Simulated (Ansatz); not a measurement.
## Band structure of Lu

```xyz
2
Lattice="3.5045 0.0000 0.0000 -1.7522 3.0350 0.0000 0.0000 0.0000 5.4649" Properties=species:S:1:pos:R:3 pbc="T T T"
Lu    0.0000    2.0233    1.3662
Lu    1.7522    1.0117    4.0986
```

Atom numbers follow the list: Lu1, Lu2.

The cell was built from the hcp type and relaxed in the same program, and has space group P6_3/mmc; it needn't be a known or the stable phase.

No spin–orbit coupling, which matters for the heavy atoms here.

The calculation used DFT, PBE, all-electron LAPW, scalar-relativistic in Ansatz 0.2.0.

Settings: a Γ-centred 12×12×6 k mesh, Fermi–Dirac smearing of 0.05 eV, basis error target 0.25 meV/atom, no spin polarisation.

Points in fractions of the reciprocal vectors of this cell: Γ (0, 0, 0), M (0.5, 0, 0), K (0.333, 0.333, 0), A (0, 0, 0.5), L (0.5, 0, 0.5), H (0.333, 0.333, 0.5). The path joins them by straight lines in the order Γ–M–K–Γ–A–L–H–A–L; legs that retrace an earlier one aren't tabulated. Energies are in eV from the Fermi level.

Question: Is there a gap?

Answer: none: bands cross the Fermi level, a metal.

Question: List the levels between -20 and 3 eV at the symmetry points.

Answer: 
Γ: -6.02, -4.95, -4.94, -4.93, -4.91 (×2), -4.90 (×2), -4.89 (×2), -4.88, -4.86 (×2), -4.84, -4.84, -2.38, 0.69, 2.19 (×2), 2.64, 2.94 (×2)
M: -4.95, -4.93, -4.92 (×2), -4.91, -4.90, -4.89, -4.88, -4.88 (×2), -4.87 (×2), -4.86, -4.84, -2.35, -1.39, -0.82, -0.36, 1.62, 1.86, 2.42
K: -4.93 (×3), -4.92, -4.91 (×2), -4.89 (×2), -4.88, -4.86 (×3), -4.86 (×2), -0.99 (×2), -0.65, -0.63, 1.31 (×2), 2.73
A: -4.96 (×2), -4.93 (×4), -4.90 (×2), -4.85 (×4), -4.84 (×2), -4.35 (×2), 1.24 (×2), 2.10 (×4)
L: -4.93 (×2), -4.92 (×2), -4.91 (×2), -4.89 (×4), -4.86 (×4), -2.09 (×2), 0.11 (×2), 1.38 (×2)
H: -4.92 (×2), -4.91 (×4), -4.90 (×2), -4.89 (×2), -4.88 (×2), -4.86 (×2), -0.58 (×2), -0.46 (×2), 0.37 (×2)
